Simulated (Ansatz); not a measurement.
**TiO2 and a variant**

Base: an entry of the Crystallography Open Database (COD), its atoms then relaxed with PBE in this cell.

```xyz
24
Lattice="5.1450 0.0000 0.0000 0.0000 9.1850 0.0000 0.0000 0.0000 5.4470" Properties=species:S:1:pos:R:3 pbc="T T T"
Ti    0.7132    1.1847    4.9326
Ti    3.2857    3.4078    0.5144
Ti    4.4318    5.7772    3.2379
Ti    1.8593    8.0003    2.2091
Ti    4.4318    8.0003    0.5144
Ti    1.8593    5.7772    4.9326
Ti    0.7132    3.4078    2.2091
Ti    3.2857    1.1847    3.2379
O     2.3904    2.1116    4.8546
O     4.9629    2.4809    0.5924
O     2.7546    6.7041    3.3159
O     0.1821    7.0734    2.1311
O     2.7546    7.0734    0.5924
O     0.1821    6.7041    4.8546
O     2.3904    2.4809    2.1311
O     4.9629    2.1116    3.3159
O     4.1985    0.0898    4.6334
O     1.6260    4.5027    0.8136
O     0.9465    4.6823    3.5371
O     3.5190    9.0952    1.9099
O     0.9465    9.0952    0.8136
O     3.5190    4.6823    4.6334
O     4.1985    4.5027    1.9099
O     1.6260    0.0898    3.5371
```

Atoms are numbered from 1 in the order listed; like atoms form one site, named after its first atom.

Method: Kohn–Sham DFT in Ansatz, PBE, plane waves and PAW, scalar-relativistic, 420 eV cutoff, Γ-centred 5×3×5 k-points, Fermi–Dirac smearing 0.02 eV.

(1) Variant: z stretched by 3 %, ions relaxed. What happens to the gradients (10²¹ V/m²)?

Answers

(1) 

| site | atoms | V_zz base | η base | V_zz variant | η variant |
| --- | --- | --- | --- | --- | --- |
| Ti | 1, 2, 3, 4, 5, … | 1.96 | 0.85 | -2.64 | 0.50 |
| O9 | 9, 10, 11, 12, 13, … | -2.39 | 0.84 | -2.48 | 0.91 |
| O17 | 17, 18, 19, 20, 21, … | 1.99 | 0.86 | 2.15 | 0.85 |

The largest change of V_zz along a kept axis is on O17, from 1.99 to 2.15. The whole tensor moves most on Ti, by 1.22 along its most changed direction. In per cent, |V_zz| changes by +4 to +8 on O (all sites that start above 0.5, bar those whose gradient vanishes or changes sign or whose main axis turns by over 40°). On Ti the largest principal value lies along another axis in the second run, so the two V_zz can't be compared directly.

For the base: At this cell the principal stresses reach 5 GPa in size with PBE, which can matter for small gradients.
